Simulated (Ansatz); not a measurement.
The calculation used DFT PBE, scalar-relativistic, plane waves, PAW (Ansatz 0.2.0). All cells share a 420 eV cutoff and Γ-centred k meshes spaced at most about 0.3 Å⁻¹ (about 0.25 or finer for metals, 2π included). Collinear spin in cells that started with moments and kept them past the coarse steps, no spin elsewhere.

Each of these unrelaxed guesses is relaxed in cell and atoms within its symmetry. A guess keeps its type if space group and coordination stay and the shape of the cell changes little (axis ratios within about 15 %, angles within 6°); the volume may change.

1. NiPdC4N4 (collinear spin from parallel moments)

```cif
data_structure
_symmetry_space_group_name_H-M 'P-43m'
_symmetry_Int_Tables_number 215
_cell_length_a 5.9086
_cell_length_b 5.9086
_cell_length_c 5.9086
_cell_angle_alpha 90.000
_cell_angle_beta 90.000
_cell_angle_gamma 90.000
_cell_volume 206.28
loop_
_atom_site_label
_atom_site_type_symbol
_atom_site_symmetry_multiplicity
_atom_site_Wyckoff_symbol
_atom_site_fract_x
_atom_site_fract_y
_atom_site_fract_z
_atom_site_occupancy
Ni1 Ni 1 a 0.00000 0.00000 0.00000 1
Pd1 Pd 1 b 0.50000 0.50000 0.50000 1
C1 C 4 e 0.18732 0.18732 0.18732 1
N1 N 4 e 0.30164 0.30164 0.30164 1
```

2. AlIn2Sb2As

```cif
data_structure
_symmetry_space_group_name_H-M 'P4/mmm'
_symmetry_Int_Tables_number 123
_cell_length_a 4.2643
_cell_length_b 4.2643
_cell_length_c 7.5399
_cell_angle_alpha 90.000
_cell_angle_beta 90.000
_cell_angle_gamma 90.000
_cell_volume 137.10
loop_
_atom_site_label
_atom_site_type_symbol
_atom_site_symmetry_multiplicity
_atom_site_Wyckoff_symbol
_atom_site_fract_x
_atom_site_fract_y
_atom_site_fract_z
_atom_site_occupancy
Al1 Al 1 c 0.50000 0.50000 0.00000 1
In1 In 2 f 0.00000 0.50000 0.00000 1
Sb1 Sb 2 g 0.00000 0.00000 0.24252 1
As1 As 1 d 0.50000 0.50000 0.50000 1
```

**Question.** Which guesses survive the relaxation?

**Answer.** Guess 1 keeps its type.

```csv
guess,kept,start group,end group,V start (Å³/atom),V end,"b/a and c/a, end over start",nearest neighbours start,nearest neighbours end
1,yes,P-43m,P-43m,20.6,21.0,"1.00, 1.00","C 1, N 1, Ni 4, Pd 4","C 1, N 1, Ni 4, Pd 4"
2,no,P4/mmm,P4/mmm,22.9,30.0,"1.00, 0.55","Al 4, As 10, In 2, Sb 4","Al 6, As 2, In 6, Sb 2"
```

Neighbours count within 15 % of an atom's shortest distance; end groups are read at 0.02 Å (0.05 Å in metals).

Spin–orbit coupling, which can matter for Sb, is left out. Another magnetic order may lie lower. Cells relaxed within their symmetry can be saddle points.
